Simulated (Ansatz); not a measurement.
# Cs (Im-3m), stationary points along a deformation path

The calculation used DFT LDA, scalar-relativistic, plane waves, PAW in Ansatz. Settings: plane waves to 420 eV, k-mesh 12×12×12 (Γ-centred), Gaussian smearing 0.15 eV. No spin polarisation. Energies are free energies at this smearing, counted from the undisturbed cell; pressure is positive in compression.

The undisturbed cell (as given, not relaxed at this level; it stands at -0.3 GPa):

```
Cs
1.0
    -3.02250    3.02250    3.02250
     3.02250   -3.02250    3.02250
     3.02250    3.02250   -3.02250
Cs
1
Direct
  0.00000 0.00000 0.00000
```

At fixed volume and fractional coordinates, lengths along (0.000, 0.000, 1.000) are scaled against those across it; ρ is that ratio over its starting value. V = 110.448 Å³/atom. Δσ is the stress along the axis less the mean stress across it (compression positive).

```csv
ρ,ΔE (meV/atom),Δσ (GPa),space group
0.707,29.4,0.57,I4/mmm
0.850,3.1,0.13,I4/mmm
1.000,0.0,0.00,Im-3m
1.200,-0.6,0.02,I4/mmm
1.414,-2.0,0.00,Fm-3m
```

**Question.** How does the stress give the slope of the energy, and where is the energy stationary?

**Answer.** Along the path d ln(length) is 2/3 d ln ρ on the axis and −1/3 d ln ρ across it, so dE/d ln ρ = −(2/3) V Δσ: the energy falls with ρ where Δσ is positive. Δσ vanishes or changes sign at ρ = 1.000 (Im-3m), a stationary point at 0.0 meV/atom; at ρ = 1.414 (Fm-3m, an end of the scan), at -2.0 meV/atom. Pairs of stationary points between two samples would go unseen, and could change a minimum read from distant neighbours into a maximum. At ρ = 1.000, 1.414 the cell is cubic, where symmetry alone makes the stress isotropic and the slope zero.

**Question.** Is the start the lowest point of the path?

**Answer.** No: ρ = 1.414 lies 2.0 meV/atom lower, with no sampled rise above the start on the way. Volume and inner coordinates are held, so a relaxed structure there would lie lower still.

In a metal these slopes depend on the k mesh and the smearing.